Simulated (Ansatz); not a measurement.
Before relaxation, 1 SiMe3OH a cell, donor, over a hollow Na-Na site (Na, Im-3m (No. 229), (1 0 0) face):

```yaml
crystal:
  lattice:
    - [8.15590, 0.00000, 0.00000]
    - [0.00000, 8.15590, 0.00000]
    - [0.00000, 0.00000, 27.81802]
  atoms:
    - { symbol: Na, position: [0.25000, 0.75000, 0.28758] }
    - { symbol: Na, position: [0.25000, 0.25000, 0.28758] }
    - { symbol: Na, position: [0.75000, 0.75000, 0.28758] }
    - { symbol: Na, position: [0.75000, 0.25000, 0.28758] }
    - { symbol: Na, position: [0.50000, 0.50000, 0.36088] }
    - { symbol: Na, position: [0.50000, 0.00000, 0.36088] }
    - { symbol: Na, position: [0.00000, 0.50000, 0.36088] }
    - { symbol: Na, position: [0.00000, 0.00000, 0.36088] }
    - { symbol: Na, position: [0.75000, 0.25000, 0.43779] }
    - { symbol: Na, position: [0.75000, 0.75000, 0.43779] }
    - { symbol: Na, position: [0.25000, 0.25000, 0.43779] }
    - { symbol: Na, position: [0.25000, 0.75000, 0.43779] }
    - { symbol: Na, position: [0.00000, 0.00000, 0.51741] }
    - { symbol: Na, position: [0.00000, 0.50000, 0.51741] }
    - { symbol: Na, position: [0.50000, 0.00000, 0.51741] }
    - { symbol: Na, position: [0.50000, 0.50000, 0.51741] }
    - { symbol: C, position: [0.43702, 0.26862, 0.66884] }
    - { symbol: Si, position: [0.27515, 0.12792, 0.64536] }
    - { symbol: C, position: [0.31913, 0.91431, 0.66570] }
    - { symbol: C, position: [0.07084, 0.19320, 0.66884] }
    - { symbol: O, position: [0.27387, 0.13414, 0.58368] }
    - { symbol: H, position: [0.43799, 0.26382, 0.70869] }
    - { symbol: H, position: [0.41080, 0.39571, 0.65690] }
    - { symbol: H, position: [0.55837, 0.22982, 0.65487] }
    - { symbol: H, position: [0.22297, 0.83059, 0.65182] }
    - { symbol: H, position: [0.31999, 0.91013, 0.70556] }
    - { symbol: H, position: [0.44055, 0.87540, 0.65182] }
    - { symbol: H, position: [0.97470, 0.10962, 0.65487] }
    - { symbol: H, position: [0.07185, 0.18842, 0.70869] }
    - { symbol: H, position: [0.04472, 0.32033, 0.65690] }
    - { symbol: H, position: [0.25000, 0.25000, 0.57565] }
```

Method: Ansatz, DFT PBE+D3(BJ), scalar-relativistic, plane waves, PAW. Plane waves to 420 eV, a k mesh through Γ of 3×3×1 on the computed 31-atom cell and Gaussian smearing (0.10 eV); no spin polarisation. A dipole correction removes the field between periodic images along c.

Atoms 1, 2, 3, 4, 5, 6, 7, 8 (counted from 1) are held. The cell is fixed. Force threshold 0.04 eV/Å.

Question: Where does it end?

Answer: The energy falls by 0.245 eV in 12 steps, to:

```
CELL_PARAMETERS angstrom
8.15590 0.00000 0.00000
0.00000 8.15590 0.00000
0.00000 0.00000 27.81802
ATOMIC_POSITIONS crystal
Na 0.25000 0.75000 0.28758
Na 0.25000 0.25000 0.28758
Na 0.75000 0.75000 0.28758
Na 0.75000 0.25000 0.28758
Na 0.50000 0.50000 0.36088
Na 0.50000 0.00000 0.36088
Na 0.00000 0.50000 0.36088
Na 0.00000 0.00000 0.36088
Na 0.75090 0.24670 0.43990
Na 0.75031 0.75298 0.43849
Na 0.24902 0.25548 0.43573
Na 0.24961 0.74688 0.43472
Na 0.01125 0.99178 0.51925
Na 0.00307 0.50541 0.51699
Na 0.49036 0.99117 0.51736
Na 0.49691 0.50582 0.51627
C 0.42429 0.24656 0.64869
Si 0.26094 0.09980 0.62881
C 0.30869 0.88408 0.64686
C 0.05533 0.16553 0.65199
O 0.25629 0.09362 0.56748
H 0.43567 0.24741 0.68811
H 0.39555 0.37223 0.63707
H 0.54444 0.21394 0.63352
H 0.21790 0.79803 0.63212
H 0.30790 0.87181 0.68624
H 0.43005 0.84553 0.63387
H 0.95794 0.08120 0.64031
H 0.05458 0.16883 0.69153
H 0.02336 0.28866 0.63890
H 0.24874 0.20330 0.55201
```

The end is the local minimum or symmetric point that this start leads to. The slab is only 6.1 Å thick, so the energy isn't converged with thickness.

Spin polarisation was left out, and a magnetic state may lie lower.

Cost: 1 run of about 16 core-minutes, on Intel Xeon Platinum 8375C (Ice Lake) (shared hosts).